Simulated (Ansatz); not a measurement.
## CdSe (P6_3mc), two-dimensional strain map

Level of theory: DFT PBE, scalar-relativistic, plane waves, PAW in Ansatz. The runs took a 420 eV cutoff, a Γ-centred 6×6×4 mesh and Gaussian smearing (0.05 eV). No spin polarisation. Energies are free energies at this smearing, counted from the undisturbed cell; pressure is positive in compression.

The undisturbed cell (as given, not relaxed at this level; it stands at 3.0 GPa):

```
CELL_PARAMETERS angstrom
4.29850 0.00000 0.00000
-2.14925 3.72261 0.00000
0.00000 0.00000 7.01520
ATOMIC_POSITIONS crystal
Cd 0.66667 0.33333 0.00000
Cd 0.33333 0.66667 0.50000
Se 0.66667 0.33333 0.37500
Se 0.33333 0.66667 0.87500
```

The cell is strained by p along both x and y and by q along z, fractional coordinates fixed. Points are written (p, q).

Energy above the undisturbed cell in meV/atom (a dash: not computed):

```
 p \ q  -0.050  -0.025  0.000  0.025  0.050
-0.050   211.3   159.6  126.4      ?   99.7
-0.025   114.3    69.6   42.9   30.2   28.3
 0.000    59.8    21.1    0.0   -7.4      ?
 0.025    38.4     4.9  -11.2  -14.0   -6.7
 0.050       ?       ?    2.1    3.4   14.5
```

Fill in the withheld energies.

(-0.050, 0.025): 107.5; (0.000, 0.050): -4.3; (0.050, -0.050): 42.6; (0.050, -0.025): 13.9.